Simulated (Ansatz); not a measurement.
# Ge started on a Sn site and an I vacancy, 9.24 Å apart on the ideal sites in cubic perovskite CsSnI3, 39 atoms, charge +1

All numbers come from Ansatz (PAW, plane waves, no spin–orbit coupling) at the single k point (¼, ¼, ¼) without its symmetry partners. The atoms were relaxed with PBEsol in a fixed cell; other functionals are single points on those atoms unless said otherwise. The valence top and gap of the host come from its small cell on a dense mesh, with the band extrema sought between the mesh points, lined up by the mean potential, PBEsol gap 0.15 eV, HSE06 gap 0.52 eV. The charge correction uses an assumed dielectric constant of 30.

Relaxed structure:

```xyz
39
Lattice="12.3145 0.0000 0.0000 0.0000 12.3145 0.0000 0.0000 0.0000 12.3145" Properties=species:S:1:pos:R:3 pbc="T T T"
Cs    0.2564    0.2664    0.0498
Cs    0.1585    0.1425    6.1283
Cs    0.2621    5.9164    0.0385
Cs    0.1845    5.9975    6.1087
Cs    5.9044    0.2495    0.0461
Cs    6.0307    0.1462    6.1450
Cs    5.9164    5.9009    0.0300
Cs    6.0200    5.9949    6.1352
Ge    3.1002    3.0660    3.0989
Sn    3.0813    3.0772    9.2169
Sn    3.0895    9.2267    3.0641
Sn    3.0757    9.2358    9.2360
Sn    9.2540    3.0764    3.0710
Sn    9.2395    3.0820    9.2424
Sn    9.2450    9.2327    3.1906
Sn    9.2324    9.2363    9.1203
I     3.0877    3.0864    0.0729
I     3.0737    3.0720    6.0702
I     3.0746    9.2385    0.0061
I     3.0834    9.2452    6.1561
I     9.2283    3.0692    0.0054
I     9.2380    3.0860    6.1554
I     9.2197    9.2262    6.1497
I     0.0794    3.0952    3.0846
I     0.0069    3.0791    9.2353
I    12.2988    9.2332    2.9622
I    12.2898    9.2317    9.3219
I     6.0687    3.0705    3.0763
I     6.1502    3.0737    9.2270
I     6.1815    9.2520    2.9742
I     6.1774    9.2369    9.3579
I     3.0860    0.0955    3.0901
I     3.0767    0.0069    9.2379
I     3.0842    6.0836    3.0798
I     3.0806    6.1505    9.2297
I     9.2482   12.2997    2.9673
I     9.2308   12.2892    9.3125
I     9.2341    6.1816    2.9775
I     9.2262    6.1758    9.3653
```

Chemical potentials μ are those of reference phases of the elements at zero temperature by the same functional (the usual solids, diamond for C, grey Sn, and the molecules H2, N2, O2, F2, Cl2, Br2 and S8).

| functional | E(defect) − E(host) − Σ nμ + q·E_VBM (eV) | monopole (eV) | alignment (eV) | formation energy at E_F = VBM (eV) | moment (μB) | wall time, shared host |
| --- | --- | --- | --- | --- | --- | --- |
| PBEsol | 2.73 | 0.06 | -0.24 | 2.55 | 0 (no spin) | 9.3 s on NVIDIA GB300 (relaxation) |

(1) Estimate the formation energy and moment that HSE06 gives on these atoms.

(2) How does the monopole term follow by hand for this cubic cell?

HSE06 one-electron levels near the gap (the ten most localised at most), from the host's valence top, not corrected for the charge's images:

```
level (eV)  spin  filling  atoms sharing it  element of the atom with most weight
      0.63  both     0.00               4.3                                    Sn
```

All elements are taken at their own reference at once; growth conditions in equilibrium with the host shift these energies, by up to the host's formation enthalpy.

The ideal cubic host may itself distort, and that gain is in these energies.

One k point and a cell of this size can leave errors of several tenths of an eV in such numbers.

Results:

(1) 2.64 eV at E_F = VBM (2.82 eV before the monopole term 0.06 eV and the alignment -0.24 eV), moment 0 (no spin).

(2) q²·α·e²/(4πε₀)/(2εL) with the Madelung constant α = 2.837 and e²/4πε₀ = 14.40 eV·Å: 1 × 2.837 × 14.40 / (2 × 30 × 12.314) = 0.06 eV.
